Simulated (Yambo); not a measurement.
# Optical response of MgO at -3 % isotropic strain

```
MgO
1.0
    0.00000     2.04323     2.04323
    2.04323     0.00000     2.04323
    2.04323     2.04323     0.00000
O Mg
1 1
Cartesian
  2.04323   2.04323   2.04323
  4.08645   4.08645   4.08645
```

Yambo, RPA with local fields on PBEsol bands shifted by a G0W0 scissor of 2.75 eV; 18×18×18 mesh, 15 bands, 4 Ry local-field block, 0.2 eV broadening; field along x.

```tsv
E (eV)	Im ε	Re ε	Im ε, independent particles
0.0	0.00	2.63	0.00
0.4	0.00	2.63	0.00
0.8	0.00	2.63	0.00
1.1	0.00	2.64	0.00
1.5	0.00	2.64	0.00
1.9	0.01	2.65	0.01
2.2	0.01	2.67	0.01
2.6	0.01	2.68	0.01
3.0	0.01	2.70	0.01
3.4	0.01	2.72	0.01
3.8	0.01	2.74	0.01
4.1	0.02	2.77	0.02
4.5	0.02	2.80	0.02
4.9	0.02	2.84	0.02
5.2	0.02	2.88	0.03
5.6	0.03	2.93	0.03
6.0	0.03	2.98	0.03
6.4	0.04	3.05	0.04
6.8	0.04	3.12	0.05
7.1	0.05	3.21	0.06
7.5	0.07	3.33	0.07
7.9	0.10	3.48	0.10
8.2	0.19	3.70	0.19
8.6	0.46	3.85	0.47
9.0	0.66	3.90	0.67
9.4	0.70	3.88	0.72
9.8	1.04	3.93	1.05
10.1	0.98	4.00	1.01
10.5	1.24	4.13	1.27
10.9	1.37	4.20	1.41
11.2	1.67	4.47	1.74
11.6	2.23	4.67	2.34
12.0	3.14	4.44	3.29
12.4	3.29	3.66	3.37
12.8	3.20	3.25	3.24
13.1	3.21	3.03	3.29
13.5	3.53	3.55	3.86
13.9	4.09	2.67	4.64
14.2	4.77	2.22	5.47
14.6	4.14	0.74	4.48
15.0	3.54	0.57	3.88
15.4	3.11	0.28	3.42
15.8	2.62	0.44	2.99
16.1	2.39	0.34	2.81
16.5	2.06	0.38	2.41
16.9	1.76	0.38	2.06
17.2	1.46	0.80	1.82
17.6	1.56	1.28	2.07
18.0	2.04	1.32	2.69
18.4	1.90	1.12	2.54
18.8	1.95	1.16	2.71
19.1	2.12	1.42	3.22
19.5	2.52	1.28	3.51
19.9	2.75	0.96	3.32
```

Structure narrower than a few tenths of an eV can come from the finite k mesh. Convergence of the RPA response with its 18×18×18 mesh was not tested. The scissor comes from a G0W0 run whose convergence isn't established. No excitonic effects at this level.

Geometry strained from the cell relaxed with PBEsol, atoms relaxed again.
